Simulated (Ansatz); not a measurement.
Consider the following.

C (graphite type, space group P6_3/mmc)

```xyz
4
Lattice="2.4650 0.0000 0.0000 -1.2325 2.1348 0.0000 0.0000 0.0000 6.7305" Properties=species:S:1:pos:R:3 pbc="T T T"
C      0.0000     0.0000     1.6826
C      0.0000     0.0000     5.0478
C      0.0000     1.4232     1.6826
C      1.2325     0.7116     5.0478
```

This relaxed cell (volume V₀) is scaled evenly in all directions, its shape held. Symmetry pins the atoms to their sites.

Method: PBE-D3(BJ) (plane waves to 420 eV, PAW, scalar-relativistic; Ansatz, a quantum-chemistry and plane-wave program). k mesh 15×15×5 (Γ-centred), Fermi-Dirac smearing 0.05 eV. E stands for the smeared free energy. Compression counts positive. With the shape held, the modulus is that of even scaling; a crystal free to change shape is softer. C was relaxed with its symmetry unable to fall. The zero of ΔE is the relaxed starting cell.

The scan covers V/V₀ from 0.840 to 1.160 in 11 points.

**Question.** What is the fitted pressure derivative B₀′?

**Answer.** 3.6.

**Question.** What bulk modulus at fixed cell shape B₀ follows from a third-order Birch-Murnaghan fit?

**Answer.** 291 GPa.

(A scan under strain: stresses follow from slopes of the energy per volume, elastic moduli from its curvatures.)
